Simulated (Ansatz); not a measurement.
CrOS as a Janus 1T monolayer at its r2SCAN geometry, run in Ansatz at 2 levels of theory. No spin polarisation. The prototype was imposed, so other structures may be more stable.

The LDA input:
```yaml
crystal:
  lattice:
    - [2.924420892, 0.0, 0.0]
    - [-1.462210446, 2.5326227839, 0.0]
    - [0.0, 0.0, 29.0441106616]
  atoms:
    - { symbol: Cr, position: [0.0, 0.0, 0.3176355729] }
    - { symbol: O, position: [0.3333333333, 0.6666666667, 0.3480537198] }
    - { symbol: S, position: [0.6666666667, 0.3333333333, 0.2639311839] }
  periodic: [true, true, false]
kpoints:
  mp_grid: { grid: [12, 12, 1] }
  band_path:
    path: [[0.0, 0.0, 0.0], [0.5, 0.0, 0.0], [0.3333333333, 0.3333333333, 0.0]]
    npoints: 1
hamiltonian:
  xc: lda
scf:
  occupations: { method: fermi_dirac, width: 0.02 }
  n_extra_bands: 4
output:
  forces: true
  stress: true
  eigenvalues: true
  write_density: true
  write_potential: true
  elf: true
  volumetric_format: npy
```

Main results, then, where recorded, the levels near the gap in eV from the Fermi energy (columns number the bands from 0), one row a point of the path (Γ, M, K):
```
Crystal: 3 atoms, lattice volume = 215.114 Å³
Symmetry: 6 space group operations
Space group: P3m1 (ITA 156)
```
```
Basis set: ecut = 420 eV, 4153 PW (Γ)
Bands: 17, of which v1, the nominal top of the filled ones, is band 13 counted from 1 (12 counted from 0)
k-points: 19 of 144 (time reversal used)
Free energy (F): -4748.420584 eV
Internal energy: -4748.420108 eV  (E = F + TS)
E sigma→0 (E₀):  -4748.420346 eV
Entropy (-TS):   -0.000476 eV (-0.159 meV/atom)
Fermi energy:    -5.793657 eV
--- Forces (eV/Å), atoms counted from 1 ---
  atom   1  Cr      0.00000      0.00000      0.22632
  atom   2  O       0.00000      0.00000    -0.46273
  atom   3  S       0.00000      0.00000      0.23482
--- 2D stress c σ (N/m, compression-positive) ---
       -5.095750       0.000000       0.000000
        0.000000      -5.095750       0.000000
        0.000000       0.000000       0.000000
  P = ½ c Tr σ = -5.0958 N/m
```
```tsv
band_9	band_10	band_11	band_12	band_13	band_14	band_15
-3.530	-0.822	-0.822	0.092	0.092	0.395	3.318
-4.491	-3.418	-1.958	-0.579	0.247	0.404	2.725
-4.447	-3.879	-3.711	-0.091	0.000	0.444	1.504
```

LDA gives no gap: the lowest nominally empty band dips 0.09 eV below the top of the last filled one (its bottom at K, the top at Γ), so the cell is a metal or semimetal at this level.

Question: Another run on the same cell gave
```
Basis set: ecut = 500 eV, 5541 PW (Γ)
Bands: 17, of which v1, the nominal top of the filled ones, is band 13 counted from 1 (12 counted from 0)
k-points: 19 of 144 (time reversal used)
Free energy (F): -4857.396358 eV
Internal energy: -4857.395793 eV  (E = F + TS)
E sigma→0 (E₀):  -4857.396075 eV
Entropy (-TS):   -0.000565 eV (-0.188 meV/atom)
Fermi energy:    -5.583836 eV
--- Forces (eV/Å), atoms counted from 1 ---
  atom   1  Cr      0.00000      0.00000      0.00072
  atom   2  O       0.00000      0.00000    -0.00010
  atom   3  S       0.00000      0.00000    -0.00051
--- 2D stress c σ (N/m, compression-positive) ---
        0.005920       0.000000       0.000000
        0.000000       0.005920       0.000000
        0.000000       0.000000       0.000000
  P = ½ c Tr σ = 0.0059 N/m
```
```tsv
band_9	band_10	band_11	band_12	band_13	band_14	band_15
-3.800	-0.977	-0.977	0.008	0.008	0.410	3.478
-4.745	-3.722	-2.203	-0.627	0.215	0.392	2.879
-4.738	-4.151	-3.978	-0.184	0.045	0.361	1.660
```
Which level of theory and mesh gave it?

Answer: It is r2SCAN, on 12×12×1; the blocks that differ from the first input, but for the band path:
```yaml
hamiltonian:
  xc: r2scan
```
With r2SCAN the gap closes, the bands meeting at Γ. The mean stress is close to zero (0.01 N/m).

Totals of different functionals can't be compared.

Where bands overlap, v1 and c1 are numbered by the electron count and aren't everywhere filled or empty.

For some runs the program warns that the potential is rough where the density is thin, which bears on empty states near the vacuum.
